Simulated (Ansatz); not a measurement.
# Does relaxation matter for the field gradients of CdTe with hydrogen replacing Te?

Start: a supercell of CdTe (zinc blende type, F-43m) built from an entry of the Crystallography Open Database (COD) (the entry's cell lengths or inner coordinates differ somewhat from later room-temperature determinations), with all atoms left at the host's positions.

Space group F-43m (No. 216); a = 19.2300 Å.

| site | Wyckoff | site symmetry | x | y | z |
| --- | --- | --- | --- | --- | --- |
| Cd1 | 16e | .3m | 0.4167 | 0.0833 | 0.4167 |
| Cd3 | 24g | 2.mm | 0.7500 | 0.0833 | 0.7500 |
| Cd5 | 48h | ..m | 0.7500 | 0.9167 | 0.5833 |
| Cd14 | 4d | -43m | 0.7500 | 0.7500 | 0.7500 |
| Cd18 | 16e | .3m | 0.0833 | 0.5833 | 0.9167 |
| H | 4a | -43m | 0.5000 | 0.0000 | 0.5000 |
| Te29 | 48h | ..m | 0.6667 | 0.0000 | 0.6667 |
| Te32 | 16e | .3m | 0.8333 | 0.8333 | 0.6667 |
| Te36 | 16e | .3m | 0.1667 | 0.6667 | 0.8333 |
| Te42 | 24f | 2.mm | 0.0000 | 0.6667 | 0.0000 |

One atom of each set is listed; the run and its k-mesh use a cell of 54 atoms with edges of 13.60, 13.60, 13.60 Å.

Method: Kohn–Sham DFT in Ansatz, PBE, plane waves and PAW, scalar-relativistic, 420 eV cutoff, Γ-centred 2×2×2 k-points, Fermi–Dirac smearing 0.01 eV, cell charge +1.

The largest force at the start is 0.33 eV/Å. Relaxing the ions at fixed cell moves them by 0.311 Å at most (atom 1, Cd) and 0.095 Å rms.

```csv
site,moved (Å),first shell before,first shell after,V_zz before (10²¹ V/m²),η before
Cd1,0.311,3 Te at 2.78 Å; also 1 H at 2.78 Å,3 Te at 2.81 Å; also 1 H at 2.46 Å,14.75,0.00
Cd3,0.002,4 Te at 2.78 Å,4 Te at 2.78–2.84 Å,-1.03,0.34
Cd5,0.004,4 Te at 2.78 Å,4 Te at 2.77–2.79 Å,-0.49,0.73
Cd18,0.017,4 Te at 2.78 Å,4 Te at 2.77–2.78 Å,0.13,0.00
H,0.000,4 Cd at 2.78 Å,4 Cd at 2.46 Å,0.00,–
Te29,0.088,4 Cd at 2.78 Å,4 Cd at 2.79–2.84 Å,8.30,0.12
Te32,0.004,4 Cd at 2.78 Å,4 Cd at 2.77 Å,-1.26,0.00
Te36,0.013,4 Cd at 2.78 Å,4 Cd at 2.78 Å,-1.57,0.00
Te42,0.005,4 Cd at 2.78 Å,4 Cd at 2.77 Å,-0.50,0.52
```

Q: How do the gradients change?

A: 

```
site  V_zz after  η after  change of V_zz
 Cd1       10.70     0.00           -4.05
 Cd3       -2.67     0.01           -1.64
 Cd5        0.94     0.18               –
Cd18        0.59     0.00           +0.46
   H        0.00        –            0.00
Te29       13.94     0.12           +5.64
Te32       -1.79     0.00           -0.53
Te36       -2.99     0.00           -1.42
Te42       -0.63     0.90           -0.13
```

The largest change of V_zz along a kept axis is on Te29, from 8.30 to 13.94. In per cent, |V_zz| changes by -27 to +158 on Cd, +43 to +90 on Te (all sites that start above 0.5). Where |V_zz| stays above 0.1 and the axes keep their order, η moves most on Te42, from 0.52 to 0.90. On Te29 V_xx and V_yy change places (or their axes turn by over 50°), so the two values of η hide a larger change. On Cd5 the largest principal value lies along another axis in the second run, so the two V_zz can't be compared directly. Other sites without a gradient aren't listed.

The defect repeats with the cell of 54 atoms, so it feels its images: sites between two images don't show the values beside a lone defect, and zeros or small values of η there can come from the images' arrangement. A uniform background compensates the cell's charge. Without spin–orbit coupling the gradients at and beside Te can be off by some per cent, at some sites by more.
Before: The neighbours have not yet relaxed around the defect (largest force 0.33 eV/Å), so a real crystal will differ.
After: The relaxation keeps the site symmetry -43m of the start, so the impurity can't leave its site; a start off the site could end lower. With a gap of 0.9 eV on this mesh, small gradients can still move by 0.1 × 10²¹ V/m² or more as the k-mesh gets denser.
